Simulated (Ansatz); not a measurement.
This is a single-point calculation with Ansatz 0.2.0 on Sn in the diamond structure; the level of theory is HSE06. The cell was relaxed with r2SCAN and then strained (uniaxial -1.09 % along x, other directions held), with the atoms relaxed again with r2SCAN; k points keep the names of the unstrained zone.

```yaml
crystal:
  lattice:
    - [0.0, 3.2844597792, 3.2844597792]
    - [3.2486591676, 0.0, 3.2844597792]
    - [3.2486591676, 3.2844597792, 0.0]
  atoms:
    - { symbol: Sn, position: [0.0, 0.0, 0.0] }
    - { symbol: Sn, position: [0.25, 0.25, 0.25] }
kpoints:
  mp_grid: { grid: [4, 4, 4] }
  band_path:
    path:
      - [0.0, 0.0, 0.0]
      - [0.5, 0.0, 0.5]
      - [0.625, 0.25, 0.625]
      - [0.375, 0.375, 0.75]
      - [0.5, 0.5, 0.5]
      - [0.5, 0.25, 0.75]
      - [-0.014974, -0.014974, 0.0]
      - [0.0, 0.0, 0.5]
    npoints: 1
hamiltonian:
  xc: hse06
scf:
  occupations: { method: fermi_dirac, width: 0.02 }
  n_extra_bands: 4
output:
  forces: true
  stress: true
  eigenvalues: true
  write_density: true
  write_potential: true
  elf: true
  volumetric_format: npy
```

The output follows, shortened, with numbered blanks.
```
Pseudopotential: Sn, paw, valence charge 14, recommended cutoff 420 eV (normal)
Functional definition: HSE06
Crystal: 2 atoms, lattice volume = 70.091 Å³
Basis set: ecut = 420 eV, 1395 PW (Γ)
Bands: 18, of which v1, the nominal top of the filled ones, is band 14 counted from 1 (13 counted from 0)
Symmetry: 16 space group operations
Space group: I41/amd (ITA 141)
k-points: 13 of 64
Exchange kernel: α = 0.2500, screened, ω = 0.2079 Å⁻¹, Wigner–Seitz truncation, v(0) = 1040.7463 eV·Å³, q-mesh 4×4×4
hybrid outer 1: dexx = +1.283e-2 eV, tail = 8.55e-5 eV
hybrid outer 2: dexx = +2.231e-6 eV, tail = 2.24e-8 eV, Δε = 4.56e-3 eV
Free energy (F): -12056.541840 eV
Internal energy: -12056.541542 eV  (E = F + TS)
E sigma→0 (E₀):  -12056.541691 eV
Entropy (-TS):   -0.000297 eV (-0.149 meV/atom)
[1]
--- Per-component energies (eV) ---
  E_band       = -307.437396
  E_kinetic    = 373.681858
  E_local      = -2332.710977
  E_nonlocal   = -65.632644
  E_hartree    = 1340.880596
  E_xc         = -599.496371
  E_vxc        = -152.176251
  E_exx        = -72.688761
  E_paw        = -8378.146556
  E_vpaw       = -666.980928
  E_ewald      = -2322.946431
  E_core_change = 0.517746
  E_smearing   = -0.000297
--- Stress (GPa, compression-positive) ---
        0.727479       0.000000       0.000000
        0.000000       0.727291       0.000000
        0.000000       0.000000       0.727291
  P = ⅓ Tr σ = 0.7274 GPa (7.274 kbar)
--- Band table (eV; the first three rows and the last of 13) ---
[2]
```

The rows of the band table are 0: (0, 0, 0) = Γ, 1: (0, 0, 1/4), 2: (0, 0, -1/2) = L, 12: (-1/2, 1/4, -1/4) = W.

**Question.** Give the withheld lines. They hold the Fermi energy and the band table.

**Answer.**
```
[1]
Fermi energy:    7.371489 eV
[2]
  k-point 0: bands = […, -16.1043, -16.0944, -4.2503, 7.0252, 7.3008, 7.3008, 7.4277, 9.9157, 9.9620, 9.9620]
  k-point 1: bands = […, -16.0696, -16.0661, -3.6108, 3.0062, 6.5219, 6.6061, 8.0684, 10.8753, 10.8826, 12.3848]
  k-point 2: bands = […, -16.0620, -16.0541, -2.4810, 0.4975, 6.0251, 6.1157, 7.6961, 11.0313, 11.0859, 13.5789]
  k-point 12: bands = […, -16.0182, -16.0182, -0.8087, -0.8087, 4.0704, 4.0704, 11.3827, 11.3827, 11.9253, 11.9253]
```
The trailing digits, and the zero of the energies, depend on the potentials and thresholds.

HSE06 shows no clear gap: PBE's bands cross or nearly cross beside Γ–X (0.03 of the way from Γ), and the 0.04 eV read at that one point says little, since a crossing moves with the functional. At this geometry HSE06 finds +0.7 GPa, compression counted positive: its own equilibrium volume is larger. (The program warns that its thresholds are loose for a hybrid's stress.)

Run as `ansatz run input.yaml --threads 4 --pin off --max-ram 3686MiB --backend cpu --events-out ev --progress --plain --runs-dir out`. Wall time 20 s on 4 threads of Arm Neoverse V1 (shared host), load about 0.2 per core; peak host memory 0.8 GiB.

No spin polarisation and no zero-point or thermal motion.

No spin-orbit coupling is included; it can move band edges with weight on the heavy atoms by tenths of an eV.

The meshes of the hybrids are coarse, so their gaps aren't converged to the digits shown.
